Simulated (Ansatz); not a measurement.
SnPbS₂ in space group R-3m (No. 166; Sn on 3b, Pb on 3a, S on 6c) at seven volumes, PBEsol (plane waves, PAW; program Ansatz), shape and atoms relaxed at each. One row is withheld.

| V (Å³/atom) | P (GPa) |
|---|---|
| 22.444 | 6.98 |
| 23.183 | 4.31 |
| 23.923 | 2.03 |
| 24.663 | 0.08 |
| 25.403 | -1.60 |
| 26.143 | ? |
| 26.883 | -4.25 |

Question: Fit the shown pressures and predict the withheld one.

Answer: P = (3/2)B₀(x^(7/2) − x^(5/2))[1 + (3/4)(B′ − 4)(x − 1)] with x = (V₀/V)^(2/3). Least squares on the six rows gives V₀ = 24.695 Å³/atom, B₀ = 59.8 GPa, B′ = 4.18. At V = 26.143, x = 0.9627 and P = -3.03 GPa. The run itself gave -3.03 GPa.

The workflow started from a Materials Project entry (that database holds measured and hypothetical structures alike); the Crystallography Open Database copy checked does not list it. With Sn and Pb taken as one species the cell has the higher symmetry Fm-3m, so it may be an ordered model of a mixed-site phase. Its standing as an ambient phase is unchecked. The PBEsol relaxation kept the symmetry of its start; of distortions, only those at the zone centre were tested. Scalar-relativistic: spin–orbit coupling is off unless named, which matters more the heavier the elements.

Potentials: the later of the program's two PAW sets.
